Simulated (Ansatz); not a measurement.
Crystals of one structure type (zinc blende) and one family of elements, relaxed and computed with the program Ansatz at the r²SCAN level (PAW).

| crystal | V (Å³/atom) | gap (eV) |
|---|---|---|
| BN | 5.87 | 4.99 |
| AlN | 10.43 | 3.93 |
| GaN | 11.38 | 2.17 |
| BP | 11.67 | 1.41 |
| GaAs | 22.73 | ? |
| InAs | 28.48 | 0.08 |
| GaSb | 28.83 | 0.42 |

**Question.** Fit a straight line to E_g against V and predict the withheld value.

**Answer.** Least squares on the 6 shown rows: E_g = -0.169 × V + (4.889), with a scatter of 0.90. For GaAs this gives 1.05. The run itself gave 0.97, within the scatter.

All cells were relaxed under the symmetry of their starts (and spin orders); stability against distortions was not tested throughout. Spin–orbit coupling is left out wherever it is not named.

Potentials: the earlier of the program's two PAW sets.
